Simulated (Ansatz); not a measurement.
Suppose CsCdCl2 takes space group P4/mmm (No. 123), with Cs on 1b; Cd on 1a; Cl on 2h. The cell of CsCdCl2 is invented: ordered mixture on the cation sites of caesium chloride (occupants of the shared sites, in ratio, Cd: 1, Cs: 1).

Method: DFT PBE, scalar-relativistic, plane waves, PAW (Ansatz 0.2.0). Cutoff 420 eV, Γ-centred mesh, Gaussian smearing, no spin polarisation.

Formation energies are uncorrected and refer to the elements' standard structures at the same level (Cl₂ as a molecule).

Question: Which cell and coordinates does it relax to?

Answer:

Space group P4/mmm (No. 123). a = 3.950 Å, b = 3.950 Å, c = 7.847 Å, α = 90.00°, β = 90.00°, γ = 90.00°
```csv
atom,site,symmetry,x,y,z
Cs,1b,4/mmm,0.0000,0.0000,0.5000
Cd,1a,4/mmm,0.0000,0.0000,0.0000
Cl,2h,4mm,0.5000,0.5000,0.2179
```

Cs has 8 Cl at 3.56 Å, 2 Cd at 3.92 Å and 4 Cs at 3.95 Å; Cd is surrounded by 8 Cl at 3.27 Å, 2 Cs at 3.92 Å and 4 Cd at 3.95 Å; Cl is surrounded by 4 Cd at 3.27 Å, 1 Cl at 3.42 Å, 4 Cs at 3.56 Å and 4 Cl at 3.95 Å. Another local minimum with the same sites may exist.

Question: Where does its energy lie, and is it a metal?

Answer: The formation energy is −1.06 eV/atom. The gap on the 12×12×6 mesh of the 4-atom cell is 0 eV (a metal). Whether it is stable depends on the other phases of the system, which aren't compared here.

The last run used Gaussian smearing of 0.10 eV. An odd number of electrons in the primitive cell allows no gap without spin; a larger cell or a magnetic state could open one. The cell is a metal run without spin; a magnetic state may lie lower. A structure relaxed within its symmetry needn't be a true minimum.
